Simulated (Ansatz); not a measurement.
# Relaxing a structure of TaSi2

The start is a randomly generated symmetric cell of TaSi2 (space group No. 191). Cell shape, volume and atoms are optimised at zero target pressure with PBE (plane waves to 420 eV, PAW, scalar-relativistic; Ansatz, a quantum-chemistry and plane-wave program). The first steps use a coarse 5×5×11 k-mesh.

Input geometry:
```
TaSi2
1.0
    5.23599     0.00000     0.00000
   -2.61799     4.53450     0.00000
    0.00000     0.00000     2.11072
Si Ta
2 1
Direct
  0.33333   0.66667   0.00000
  0.66667   0.33333   0.00000
  0.00000   0.00000   0.00000
```

### Question
By how much does the energy per atom fall from start to end?

### Answer
About 1.4 eV/atom.

### Question
How do the shortest distances between atoms change?

### Answer
The closest pairs of elements (up to four, under 3.6 Å), start → end: Si–Si 2.11 → 2.62 Å; Ta–Ta 2.11 → 2.62 Å; Si–Ta 3.02 → 2.70 Å.

### Question
What does it relax into? Give the structure.

### Answer

```cif
data_Si2Ta
_chemical_formula_sum 'Si2 Ta1'
_space_group_name_H-M_alt 'P6/mmm'
_space_group_IT_number 191
_space_group_name_Hall '-P 6 2'
_cell_length_a 4.66923
_cell_length_b 4.66923
_cell_length_c 2.62386
_cell_angle_alpha 90.000
_cell_angle_beta 90.000
_cell_angle_gamma 120.000
loop_
_atom_site_label
_atom_site_type_symbol
_atom_site_symmetry_multiplicity
_atom_site_Wyckoff_symbol
_atom_site_fract_x
_atom_site_fract_y
_atom_site_fract_z
_atom_site_occupancy
Si1 Si 2 c 0.33333 0.66667 0.00000 1
Ta1 Ta 1 a 0.00000 0.00000 0.00000 1
```

The space group stays P6/mmm (No. 191) (the run could not lower it), with 3 atoms in the primitive cell. Final values are on a 12×12×18 k-mesh of the relaxed cell. The start holds a very short contact (Si–Si 2.11 Å). No spin polarisation in the result. The relaxed primitive cell holds an odd number of electrons. A magnetic state may lie lower.

The run could not lose the symmetry of its start, so the end can be a saddle point.

All atoms sit on sites fixed by symmetry, so only the cell could relax.

The relaxed structure here is a generated cell of TaSi2: the first start was made by a random draw of sites in a space group, and the end was not matched to a known phase here, so it may be hypothetical. Known forms of TaSi2 include space group No. 181.
